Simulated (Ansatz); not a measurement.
Mg₂FeH₆ (space group Fm-3m)

```
CELL_PARAMETERS angstrom
      0.00000     3.17202     3.17202
      3.17202     0.00000     3.17202
      3.17202     3.17202     0.00000
ATOMIC_POSITIONS crystal
  Mg 0.25000 0.25000 0.25000
  Mg 0.75000 0.75000 0.75000
  Fe 0.00000 0.00000 0.00000
  H  0.75561 0.24439 0.75561
  H  0.24439 0.75561 0.24439
  H  0.75561 0.24439 0.24439
  H  0.24439 0.75561 0.75561
  H  0.75561 0.75561 0.24439
  H  0.24439 0.24439 0.75561
```

The slice is a {110} plane (indices of the conventional cell) through the point (0.756, 0.244, 0.244) (fractional), spanned by u = [100] and v = [1 -1 -1] in vectors of this cell: u (4.49 Å) and v (6.34 Å, at 90° to u). It covers one period; positions are fractions (u, v).

These are PBEsol (plane waves to 420 eV, PAW, scalar-relativistic; Ansatz, a quantum-chemistry and plane-wave program) values and carry that method's errors. k mesh 9×9×9. These are valence fields of a PAW run, semicore shells included where kept as valence: close to a nucleus they are smooth pseudo fields. Mg2FeH6 is run without spin polarisation. Mg2FeH6 was relaxed with its symmetry unable to fall.

Task: What is the ELF at the density minimum of the shortest Fe–H line in this plane (1.55 Å)?

Result: 0.32.

Task: Predict the map of the electrostatic potential energy of an electron, from the cell's mean on the slice.

Result: 
```
|xxxxxxxx6655220000xxxxxxxxxxxx0000225566xxxxxx|
|xxxxxx667755220000xxxxxxxxxxxx000022556666xxxx|
|xxxx6677776644000000xxxxxxxx0000004466777777xx|
|8888888888775533000000000000000033557788888888|
|9999999988887755331100000000113355778888999999|
|9999999999887777664444333344446677778899999999|
|9999999999888877776666666666667777888899999999|
|9999999999998888777777666677777788889999999999|
|9999999999888888777766666666777788888899999999|
|9999999999888877665555444455556677888899999999|
|9999999988887766443311000011334466778888999999|
|8888888888776644110000000000001144667788888888|
|xxxx7788776644110000xxxxxxxx0000114466778877xx|
|xxxxxx777755330000xxxxxxxxxxxx000033557766xxxx|
|xxxxxxxx6655220000xxxxxxxxxxxx0000225566xxxxxx|
|xxxxxxxx66441100xxxxxxxxxxxxxxxx00225566xxxxxx|
|xxxxxxxx6655220000xxxxxxxxxxxx0000225566xxxxxx|
|xxxxxxxx6655330000xxxxxxxxxxxx0000336666xxxxxx|
|xxxxxx44666644110000xxxxxxxx00001144666644xxxx|
|0000001144665533000000000000000033556644110000|
|xxxx0000005566554422000000002244556655000000xx|
|xxxxxx000033666666554433334455666666330000xxxx|
|xxxxxxxx00005577777766666666777777550000xxxxxx|
|xxxxxxxx00005577887777666677778877550000xxxxxx|
|xxxxxxxx00005577777766666666777777550000xxxxxx|
|xxxxxxxx00226677666655444455666677662200xxxxxx|
|xxxxxx000044666655331100001133556666440000xxxx|
|0000000033556644220000000000002244665533000000|
|xxxx0044556655220000xxxxxxxx0000225566554400xx|
|xxxxxx556666330000xxxxxxxxxxxx000033666655xxxx|
|xxxxxxxx6655220000xxxxxxxxxxxx0000225566xxxxxx|
|xxxxxxxx66551100xxxxxxxxxxxxxxxx00225566xxxxxx|
```
Scale: ten equal steps from 0.00 (start of '0') to 8.97 (end of '9'), in the order '0123456789'. Values: electrostatic potential energy of an electron, from the cell's mean, in eV. The map has 23 points along u (two characters each, u = 0 at the left) and 32 along v (v = 0 in the bottom row). Points within 0.7 Å of a nucleus are blanked (x), as the pseudised field means little there. Values under 0 eV are set to 0. The zero, the cell's mean, hangs on the PAW cores.
